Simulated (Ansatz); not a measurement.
A generated cell, in the space group of a known form (sites not compared), of MgS: Fm-3m (No. 225), cF8, rock salt type; a = b = c = 5.182 Å, α = β = γ = 90.00°; S 4a (0.000, 0.000, 0.000); Mg 4b (0.500, 0.500, 0.500). These are PBEsol (plane waves to 420 eV, PAW, scalar-relativistic; Ansatz, an electronic-structure program) values and carry that method's errors. Element references, the lowest calculated here: Mg (P6₃/mmc), S (Fddd).

Problem. What formation energy of this Fm-3m form of MgS from the elements does PBEsol give?

Solution. -1.49 eV/atom.

A lower structure of this composition may exist.

Static energies, no anion corrections, no zero-point energy. Values are rounded to 0.01 eV/atom. Not shown to be the ambient phase of their composition (a lower form may be missing, and a cell relaxed within its start's symmetry can be a saddle point): MgS (Fm-3m). The compounds carry no spin polarisation.
